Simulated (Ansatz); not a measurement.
SnSb (CsCl type, Pm-3m) under volume change, the program Ansatz at the PBEsol level (PAW), scaled uniformly.

| V (Å³/atom) | E − E(relaxed) (meV/atom) | P (GPa) |
|---|---|---|
| 23.709 | 48.0 | 7.27 |
| 24.491 | 19.7 | 4.39 |
| 25.272 | 4.5 | 1.93 |
| 26.054 | 0.0 | 0.00 |
| 26.835 | 4.0 | -1.61 |
| 27.617 | (withheld) | (withheld) |
| 28.399 | (withheld) | (withheld) |

Q: Some entries are withheld; supply them.

A: 
- 28.399, E − E(relaxed) (meV/atom): 33.1
- 28.399, P (GPa): -4.23
- 27.617, E − E(relaxed) (meV/atom): 15.3
- 27.617, P (GPa): -3.01

Q: What does a third-order Birch–Murnaghan fit give for V₀, B₀ and B′?

A: V₀ = 26.05 Å³/atom, B₀ = 60.5 GPa, B′ = 5.1.

The first step of the workflow began from a Materials Project structure, measured or hypothetical; the Crystallography Open Database copy checked does not list it. COD files the formula under space group No. 166, 225, so this cell is another polymorph or a model. Its standing as an ambient phase is unchecked. The cell was relaxed with PBEsol under the symmetry of its start; of distortions, only those at the zone centre were tested. Spin–orbit coupling is left out wherever it is not named.

Potentials: the later of the program's two PAW sets.
